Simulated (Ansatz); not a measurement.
NbP:
```cif
data_Nb2P2
_chemical_formula_sum 'Nb2 P2'
_space_group_name_H-M_alt 'P 1'
_space_group_IT_number 1
_cell_length_a 6.11317
_cell_length_b 6.11317
_cell_length_c 6.11317
_cell_angle_alpha 148.484
_cell_angle_beta 148.484
_cell_angle_gamma 45.172
loop_
_space_group_symop_operation_xyz
  'x, y, z'
loop_
_atom_site_label
_atom_site_type_symbol
_atom_site_fract_x
_atom_site_fract_y
_atom_site_fract_z
_atom_site_occupancy
Nb1 Nb 0.99912 0.99912 0.00000 1
Nb2 Nb 0.74912 0.24912 0.50000 1
P1 P 0.41688 0.41688 0.00000 1
P2 P 0.16688 0.66688 0.50000 1
```

Relaxed with PBEsol.

### Question
Which orbitals make up the states near the Fermi level in DFT-PBEsol in the program Ansatz with PAW potentials?

### Answer
Within 0.5 eV of the Fermi level: Nb 4d 80 %, P 3p 14 %. Projections are on Löwdin-orthogonalised atomic valence shells; empty p or d shells of many metals are not among them.

### Question
Tabulate the density of states.

### Answer
States/eV per cell of 4 atoms, in 0.25 eV bins, energy from the Fermi level.

| E (eV) | total | Nb 4d | P 3p | P 3s |
|---|---|---|---|---|
| -7.85 | 0.00 | 0.00 | 0.00 | 0.00 |
| -7.60 | 0.00 | 0.00 | 0.00 | 0.00 |
| -7.35 | 0.00 | 0.00 | 0.00 | 0.00 |
| -7.10 | 0.00 | 0.00 | 0.00 | 0.00 |
| -6.85 | 0.00 | 0.00 | 0.00 | 0.00 |
| -6.60 | 0.00 | 0.00 | 0.00 | 0.00 |
| -6.35 | 0.38 | 0.08 | 0.21 | 0.01 |
| -6.10 | 1.21 | 0.32 | 0.67 | 0.04 |
| -5.85 | 1.75 | 0.55 | 0.94 | 0.05 |
| -5.60 | 2.63 | 0.94 | 1.41 | 0.05 |
| -5.35 | 3.90 | 1.43 | 2.10 | 0.06 |
| -5.10 | 2.30 | 0.87 | 1.21 | 0.05 |
| -4.85 | 1.08 | 0.41 | 0.54 | 0.04 |
| -4.60 | 1.52 | 0.51 | 0.86 | 0.06 |
| -4.35 | 1.99 | 0.69 | 1.13 | 0.06 |
| -4.10 | 2.79 | 1.04 | 1.52 | 0.07 |
| -3.85 | 2.74 | 1.03 | 1.48 | 0.07 |
| -3.60 | 3.05 | 1.24 | 1.59 | 0.07 |
| -3.35 | 2.99 | 1.35 | 1.48 | 0.04 |
| -3.10 | 2.75 | 1.20 | 1.40 | 0.03 |
| -2.85 | 4.62 | 1.96 | 2.44 | 0.02 |
| -2.60 | 3.87 | 1.73 | 1.97 | 0.02 |
| -2.35 | 4.28 | 2.11 | 1.99 | 0.03 |
| -2.10 | 2.20 | 1.23 | 0.89 | 0.01 |
| -1.85 | 1.59 | 0.97 | 0.54 | 0.01 |
| -1.60 | 1.32 | 0.95 | 0.28 | 0.01 |
| -1.35 | 2.62 | 1.96 | 0.47 | 0.02 |
| -1.10 | 2.79 | 2.22 | 0.34 | 0.03 |
| -0.85 | 3.64 | 2.90 | 0.40 | 0.04 |
| -0.60 | 3.88 | 3.07 | 0.51 | 0.04 |
| -0.35 | 1.80 | 1.35 | 0.30 | 0.01 |
| -0.10 | 0.30 | 0.24 | 0.05 | 0.00 |
| 0.15 | 0.64 | 0.55 | 0.07 | 0.00 |
| 0.40 | 1.70 | 1.43 | 0.19 | 0.01 |
| 0.65 | 1.56 | 1.27 | 0.21 | 0.01 |
| 0.90 | 1.69 | 1.40 | 0.20 | 0.02 |
| 1.15 | 1.90 | 1.59 | 0.19 | 0.02 |
| 1.40 | 2.51 | 2.10 | 0.24 | 0.03 |
| 1.65 | 2.36 | 1.90 | 0.27 | 0.05 |
| 1.90 | 2.14 | 1.68 | 0.26 | 0.07 |
| 2.15 | 2.51 | 1.85 | 0.40 | 0.11 |
| 2.40 | 2.50 | 1.82 | 0.41 | 0.11 |
| 2.65 | 3.38 | 2.43 | 0.51 | 0.18 |
| 2.90 | 3.89 | 2.74 | 0.64 | 0.21 |
| 3.15 | 4.11 | 2.75 | 0.78 | 0.25 |
| 3.40 | 3.67 | 2.37 | 0.72 | 0.29 |
| 3.65 | 2.59 | 1.55 | 0.56 | 0.28 |
| 3.90 | 3.26 | 1.78 | 0.72 | 0.44 |

Space group I4_1md. Symmetry was held in the PBEsol relaxation. No spin polarisation was allowed. A small band overlap can be real or an error of a semilocal functional. Scalar-relativistic: spin–orbit coupling is off unless named, which matters more the heavier the elements.

Potentials: the later of the program's two PAW sets.
